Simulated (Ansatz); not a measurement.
**What settings do to one calculation: Sb started on an O site next to an O vacancy in cubic perovskite KTaO3, 9 atoms, charge 0**

Ansatz (PAW, plane waves), atoms fixed. The base input:

```yaml
crystal:
  lattice:
    - [7.970878, 0.000000, 0.000000]
    - [0.000000, 3.985439, 0.000000]
    - [0.000000, 0.000000, 3.985439]
  atoms:
    - { symbol: K, position: [0.000674, 0.003973, 0.002598] }
    - { symbol: K, position: [0.500617, 0.996465, 0.007035] }
    - { symbol: Ta, position: [0.251720, 0.497219, 0.500686], spin: 1 }
    - { symbol: Ta, position: [0.749356, 0.505175, 0.498798], spin: 1 }
    - { symbol: O, position: [0.749822, 0.504082, 0.996430] }
    - { symbol: O, position: [0.000795, 0.505292, 0.498721] }
    - { symbol: O, position: [0.252099, 0.002514, 0.500126] }
    - { symbol: O, position: [0.753779, 0.995147, 0.496223] }
    - { symbol: Sb, position: [0.499062, 0.496140, 0.500424], spin: 1 }
  symmetry: { detect: false }
kpoints:
  mp_grid: { grid: [1, 1, 1], shift: [0.25, 0.25, 0.25] }
hamiltonian:
  xc: pbesol
magnetization:
  spin_polarized: true
scf:
  occupations: { method: fermi_dirac, width: 0.01 }
output:
  forces: true
  eigenvalues: true
  stress: true
  populations: true
```

Command:

```sh
ansatz run in.yaml --threads 2 --pin off --max-ram 30400MiB --runs-dir r --events-out ev --progress --plain
```

It converged in 15 iterations and 3.4 s of wall time on 2 threads of an EPYC 7R13 processor, on a host shared with other runs; peak host memory 0.52 GiB; largest force component 27.90 eV/Å, pressure 61.82 GPa. The cutoff was the default, 420 eV. The base isn't a converged reference: it has few k points, and its atoms are unrelaxed, some of them close together, so close that their PAW spheres overlap, which can drive the changes below. Each run below changes the keys shown and caps the iterations.

| run | changed | ending | iterations | free energy less the base (meV per atom) | rms change of forces (eV/Å) | change of pressure (GPa) | wall time (s, shared host) |
| --- | --- | --- | --- | --- | --- | --- | --- |
| 1 | ecutwfc 300 eV, xc_grid 2 (2 is the default), max_iter 80 | converged | 15 | 222.6 | 0.064 | 0.02 | 2.3 CPU |
| 2 | max_iter 100, k points the single k point (½, ½, ½) | converged | 7 | -716.6 | 1.167 | 1.54 | 12 CPU |
| 3 | width 0.5 eV, n_extra_bands 60, max_iter 100 | converged | 17 | -113.5 | 0.371 | -0.11 | 5.2 CPU |
| 4 | ecutrho_ratio 2, initial_magnetization 1, max_iter 50 | converged | 14 | -1.9 | 0.004 | 0.31 | 3 CPU |
| 5 | mixing beta 0.4, xc rpbe, ecutrho_ratio 8, max_iter 60 | converged | 15 | other zero | 0.249 | 10.97 | 4.1 CPU |
| 6 | occupations fixed, max_iter 6 | refused | – | – | – | – | – |
| 7 | dispersion d3bj, max_iter 4, total_charge 2 | not converged | – | – | – | – | – |
| 8 | xc_grid 3 (2 is the default), dispersion d4, max_iter 50 | converged | 15 | other zero | 0.005 | -1.44 | 4.1 CPU |
| 9 | mixing algorithm anderson, n_extra_bands 4, max_iter 100 | converged | 18 | 0.0 | 0.000 | 0.00 | 3.3 CPU |
| 10 | xc revpbe, max_iter 90 | converged | 15 | other zero | 0.228 | 9.80 | 3 CPU |

«Other zero»: another functional, charge or dispersion term moves the zero of energy, so the difference says nothing of accuracy.

Q: Which changes leave the result alone, and which of the same physical model moves the forces most?

A: The forces move by under 0.002 eV/Å in run 9. Run 2 (max_iter 100, k points the single k point (½, ½, ½)) moves them most among the runs with the same functional, charge and dispersion term, by 1.167 eV/Å.

Q: Why did some runs give no result?

A: - run 6: inconsistent input (scf.occupations.method, magnetization): a σ = 0 step fill (method: fixed, or a smearing width below the step floor) cannot realise an odd electron count (83) without a locked total moment — the per-k integer fill puts the same N_el/2 bands …
- run 7: did not converge after 4 iterations: dr2 = 1.13e0 (threshold 1.00e-7), under the density mixer `msr1`, which `scf.mixing.algorithm: auto` chose by the deck's other keys (type `scf.mixing.algorithm: msr1` to keep it);
